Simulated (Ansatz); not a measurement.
WO$_{3}$:
Space group P4/ncc, origin choice 1 (No. 130); a = b = 5.249 Å, c = 7.870 Å, α = β = γ = 90.00°

```
atom  site  symmetry       x       y       z
----  ----  --------  ------  ------  ------
W       4c       4..  0.0000  0.5000  0.2170
O       8f       ..2  0.2101  0.2101  0.2500
O       4c       4..  0.5000  0.0000  0.0059
```

Relaxed with PBEsol.

Question: Which orbitals make up the states near the band edges in PBEsol (plane waves, PAW; program Ansatz)?

Answer: Top 1 eV of the valence band: O 2p 98 %. Bottom 1 eV of the conduction band: W 5d 82 %, O 2p 17 %. Projections are on Löwdin-orthogonalised atomic valence shells; empty p or d shells of many metals are not among them.

Question: Tabulate the density of states.

Answer: States/eV per cell of 16 atoms, in 0.25 eV bins, energy from the valence-band maximum.

```csv
E (eV),total,O 2p,W 5d,O 2s
-6.95,0.00,0.00,0.00,0.00
-6.70,6.48,3.91,2.25,0.03
-6.45,6.75,4.15,2.19,0.08
-6.20,8.42,5.40,2.37,0.16
-5.95,5.91,3.95,1.45,0.14
-5.70,5.63,3.83,1.31,0.16
-5.45,6.79,4.62,1.66,0.17
-5.20,10.01,6.45,3.10,0.14
-4.95,13.38,8.54,4.35,0.17
-4.70,8.93,5.85,2.75,0.13
-4.45,9.21,6.08,2.79,0.15
-4.20,9.92,6.64,2.89,0.17
-3.95,10.45,7.10,2.96,0.17
-3.70,12.02,8.38,3.15,0.22
-3.45,13.02,9.24,3.29,0.22
-3.20,14.33,10.36,3.50,0.18
-2.95,13.50,10.23,2.81,0.14
-2.70,12.72,10.13,2.10,0.13
-2.45,11.38,9.24,1.74,0.10
-2.20,6.96,6.02,0.64,0.06
-1.95,3.80,3.21,0.44,0.04
-1.70,7.35,6.77,0.36,0.09
-1.45,15.44,14.55,0.50,0.16
-1.20,19.19,18.15,0.65,0.14
-0.95,17.17,16.59,0.31,0.08
-0.70,14.00,13.64,0.18,0.04
-0.45,11.21,11.00,0.10,0.02
-0.20,12.34,12.18,0.07,0.02
0.05,1.70,1.68,0.01,0.00
0.30,0.00,0.00,0.00,0.00
0.55,0.00,0.00,0.00,0.00
0.80,0.00,0.00,0.00,0.00
1.05,0.07,0.00,0.06,0.00
1.30,0.45,0.04,0.40,0.00
1.55,0.73,0.12,0.61,0.00
1.80,0.81,0.17,0.64,0.00
2.05,1.89,0.43,1.42,0.01
2.30,2.97,0.74,2.16,0.03
2.55,3.48,0.95,2.44,0.03
2.80,4.04,1.18,2.74,0.04
3.05,5.28,1.63,3.48,0.05
3.30,4.45,1.44,2.85,0.04
3.55,5.72,1.94,3.58,0.04
3.80,7.38,2.60,4.50,0.06
4.05,10.07,3.63,6.05,0.09
4.30,10.36,3.74,6.08,0.10
4.55,7.19,2.60,4.12,0.08
4.80,9.28,3.29,5.26,0.19
5.05,7.42,2.92,4.10,0.03
5.30,7.00,2.79,3.79,0.02
5.55,4.90,1.88,2.61,0.06
5.80,3.15,1.06,1.71,0.13
```

The workflow started from a Materials Project entry (that database holds measured and hypothetical structures alike); the Crystallography Open Database files this formula in space group No. 130, but the cells were not matched. Its standing as an ambient phase is unchecked. The PBEsol relaxation kept the symmetry of its start; its stability against distortions is not shown here. No spin polarisation was allowed. No Hubbard U is applied. Scalar-relativistic: spin–orbit coupling is off unless named, which matters more the heavier the elements.

Potentials: the later of the program's two PAW sets.
